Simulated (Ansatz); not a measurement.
# TaTi3Si8: relaxed-ion elastic tensor

All numbers below come from DFT PBE, scalar-relativistic, plane waves, PAW (Ansatz). Plane waves to 420 eV; Γ-centred k mesh 6×6×8; Fermi-Dirac smearing of 0.15 eV. No spin polarisation.

Equilibrium structure at this level:
```
Ti Ta Si
1.0
     4.14682   -4.29705    0.00000
     4.14682    4.29705    0.00000
     0.00000    0.00000    4.81478
Ti Ta Si
3 1 8
Direct
  0.50000 0.50000 0.00000
  0.00000 0.50000 0.25262
  0.50000 0.00000 0.74738
  0.00000 0.00000 0.50000
  0.83624 0.83624 0.00000
  0.33943 0.33943 0.50000
  0.16376 0.16376 0.00000
  0.66057 0.66057 0.50000
  0.65752 0.16093 0.24536
  0.16093 0.65752 0.75464
  0.34248 0.83907 0.24536
  0.83907 0.34248 0.75464
```

The structure comes from a generated guess, relaxed at this level; another structure or a mixture of phases may lie lower. In a metal, frequencies and elastic constants depend on the k mesh and the smearing, soft modes and shear constants most. Spin–orbit coupling is left out, which matters for heavy elements.

Task: Give the relaxed-ion elastic constants (GPa, Voigt order xx yy zz yz xz xy, on the Cartesian axes of the cell above).

Result:
C11 = 313.1, C12 = 37.8, C13 = 31.4, C22 = 404.1, C23 = 91.0, C33 = 334.7, C44 = 112.1, C55 = 118.9, C66 = 84.2 GPa; the others vanish.

Task: Is the crystal stable against homogeneous strain?

Result: Yes: the least eigenvalue of the tensor is 84.2 GPa.

Task: And the moduli of a polycrystal (Hill averages)?

Result: B = 151 GPa, G = 119 GPa, E = 283 GPa, ν = 0.19.
